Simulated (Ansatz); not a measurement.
# BaCrS$_{2}$: computed property card

BaCrS2:
```xyz
8
Lattice="4.5038 0.0000 0.0000 0.0000 4.5038 0.0000 0.0000 0.0000 8.9447" Properties=species:S:1:pos:R:3 pbc="T T T"
Ba     0.0000     0.0000     2.7493
Ba     2.2519     2.2519     6.1954
Cr     2.2519     2.2519     0.7812
Cr     0.0000     0.0000     8.1633
S      2.2519     0.0000     8.9445
S      0.0000     2.2519     8.9445
S      2.2519     2.2519     3.1197
S      0.0000     0.0000     5.8248
```
The run is spin-polarised; directions of the spins, atom by atom: 0 0 ↓ ↑ 0 0 0 0.

Space group P4/nmm (No. 129); conventional cell a = 4.5038 Å, b = 4.5038 Å, c = 8.9447 Å, α = 90.00°, β = 90.00°, γ = 90.00°.

Method: DFT-PBEsol in the program Ansatz with PAW potentials. Structure relaxed to zero pressure with the same functional. Other levels are named where they apply.

### Cell and energy

```json
{
  "volume_per_atom": "22.68 Å³",
  "density": "4.64 g/cm³",
  "Formation energy from the elements (no fitted shifts)": "-1.32 eV/atom"
}
```

### Electronic structure

```json
{
  "band_gap": "0.09 eV (smallest direct gap 0.10 eV)",
  "valence_band_maximum": "on the Z–R line, 20 % of the way from Z",
  "conduction_band_minimum": "at Z",
  "electron_effective_mass": "0.19, 0.19, 6.9 mₑ (principal values)",
  "hole_effective_mass": "0.93, 2.4, 4.4 mₑ (principal values)"
}
```

### Magnetism

```json
{
  "magnetic_order": "antiferromagnetic",
  "net_moment": "0.00 μB per atom"
}
```

### Mechanics

```json
{
 "Bulk modulus (Birch–Murnaghan fit)": "57.7 GPa",
 "Pressure derivative B′": "4.3"
}
```

### Charges

```json
{
 "bader_charges": "Ba +1.38, Cr +1.02, S -1.29 to -1.12 e"
}
```

The workflow started from an entry of the Crystallography Open Database (COD); the relaxed space group is not among those it files for this formula. COD files the formula under space group No. 59. Its standing as an ambient phase is unchecked. Symmetry was held in the PBEsol relaxation, as lowered by the spin order; its stability against distortions is not shown here. Magnetic state: antiferromagnetic, chosen from 5 collinear starts compared on coarse meshes (ties went to the first, and starts can fall back to one state), not a proven ground state. No Hubbard U is applied. Point labels and valley counts follow the cell and symmetry of the run, lower than the named group. The references are the lowest solids computed at this level, not always the standard phases. Spin–orbit coupling is left out wherever it is not named.

Potentials: the later of the program's two PAW sets.
